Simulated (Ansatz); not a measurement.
The start is a generated cell, GaP placed in the zincblende structure type. The cell and all atomic positions are relaxed at zero pressure with PBE (plane waves to 420 eV, PAW, scalar-relativistic; Ansatz, an electronic-structure program). First-step values are on the input's coarse k-mesh.

Ansatz input (later rounds restart from its end on a renewed k-mesh):
Ansatz 0.2 input:
```yaml
crystal:
  lattice:
    - [0, 2.698836, 2.698836]
    - [2.698836, 0, 2.698836]
    - [2.698836, 2.698836, 0]
  atoms:
    - { symbol: P, position: [0.75, 0.75, 0.75] }
    - { symbol: Ga, position: [0, 0, 0] }
basis: { ecutwfc: 420, ecutrho_ratio: 4, xc_grid: 2, fft_grid_basis: typed }
kpoints: { mp_grid: { grid: [7, 7, 7] } }
hamiltonian:
  xc: pbe
  dispersion: none
  pseudopotentials: { kind: paw }
scf: { occupations: { method: fermi_dirac, width: 0.05 } }
relax: { f_tol: 0.01, max_steps: 100, cell: { stress_tol: 0.02 } }
output: { forces: true, stress: true }
```

Question: How large is the pressure on the unrelaxed cell, and of which sign?

Answer: +5.3 GPa (positive: the cell is compressed).

Question: How does the volume change?

Answer: +6.1 %, from 19.66 to 20.86 Å³/atom.

Question: How do the shortest distances between atoms change?

Answer: The closest pairs of elements (up to four, under 3.6 Å), start → end: Ga–P 2.34 → 2.38 Å.

Question: What does it relax into? Give the structure.

Answer: 
Space group F-43m (No. 216); a = b = c = 5.506 Å, α = β = γ = 90.00°

```tsv
atom	site	symmetry	x	y	z
P	4c	-43m	0.2500	0.2500	0.2500
Ga	4a	-43m	0.0000	0.0000	0.0000
```
(The calculation used a cell of 2 atoms; values per cell refer to that cell.)

The space group stays F-43m (No. 216) (the run could not lower it); the end is zinc blende type, with 2 atoms in the primitive cell. Final values are on a 10×10×10 k-mesh of the relaxed cell. No spin polarisation in the result.

The run could not lose the symmetry of its start; a randomly shaken copy of 2 atoms returns to this structure.

All atoms sit on sites fixed by symmetry, so only the cell could relax.
